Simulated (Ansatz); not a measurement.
Consider the following.

YCu:
```xyz
2
Lattice="3.3812 0.0000 0.0000 0.0000 3.3812 0.0000 0.0000 0.0000 3.3812" Properties=species:S:1:pos:R:3 pbc="T T T"
Y      0.0000     0.0000     0.0000
Cu     1.6906     1.6906     1.6906
```

This is the LDA-relaxed structure.

**Question.** All from plane-wave PAW LDA (Ansatz code), unless another level is named. Predict the Debye temperature from the elastic constants.

**Answer.** 303 K.

**Question.** Next, the elastic constants (relaxed ions, GPa)?

**Answer.** C11 = 133, C12 = 62.0, C44 = 41.6.

Space group Pm-3m (CsCl type). The workflow started from a Materials Project entry (that database holds measured and hypothetical structures alike); the Crystallography Open Database copy checked does not list it. Whether it is the stable phase at ambient conditions was not checked. Symmetry was held in the LDA relaxation; whether a distortion lowers the energy is not shown. The run is not spin-polarised. As this level gives no gap, shear constants depend on the k-mesh and smearing (Fermi–Dirac, 0.1 eV here).

Potentials: the later of the program's two PAW sets.
